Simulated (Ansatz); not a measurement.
# Data sheet: TaCo3 (DFT)

TaCo3:
```
TaCo3
1.0
    3.58935     0.00000     0.00000
    0.00000     3.58935     0.00000
    0.00000     0.00000     3.58935
Co Ta
3 1
Cartesian
  0.00000   1.79467   1.79467
  1.79467   0.00000   1.79467
  1.79467   1.79467   0.00000
  0.00000   0.00000   0.00000
```

Space group Pm-3m (No. 221), Cu3Au type; conventional cell a = b = c = 3.5893 Å, α = β = γ = 90.00°.

Method: plane-wave PAW PBEsol (Ansatz code). Structure relaxed to zero pressure with the same functional. Other levels are named where they apply.

**Cell and energy**

* **Volume per atom**: 11.56 Å³
* **Density**: 12.85 g/cm³
* **Formation energy from the elements (no fitted shifts)**: -0.28 eV/atom

**Electronic structure**

- Electronic character: metallic (no gap)
- Density of states at the Fermi level: 0.77 states/eV per atom (mean over ±0.08 eV)
- Gap with spin–orbit coupling: none (metallic)

**Magnetism**

Magnetic order: non-magnetic (starting moments vanished)

**Mechanics**

Bulk modulus (Birch–Murnaghan fit): 273 GPa
Pressure derivative B′: 4.4
Elastic constants (relaxed ions, GPa): C11 = 409, C12 = 205, C44 = 189
Mechanical stability: stable (all eigenvalues of C positive)
Hill bulk and shear moduli: 273 and 148 GPa
Young's modulus: 376 GPa
Poisson's ratio: 0.27
Debye temperature from the elastic constants: 497 K

**Phonons**

- Highest zone-centre frequency: 266 cm⁻¹
- Zone-centre stability: no imaginary mode at Γ

The workflow started from an entry of the Crystallography Open Database (COD), which files this formula under 2 space groups. Its standing as an ambient phase is unchecked. The cell was relaxed with PBEsol under the symmetry of its start. The workflow began spin-polarised and lost its moments. As this level gives no gap, shear constants depend on the k-mesh and smearing (Fermi–Dirac, 0.1 eV here). As this level gives no gap, phonon frequencies hold no LO–TO term and depend on the k-mesh and smearing (Fermi–Dirac, 0.1 eV here). The references are the lowest solids computed at this level, not always the standard phases. Spin–orbit coupling is left out wherever it is not named.

Potentials: the later of the program's two PAW sets.
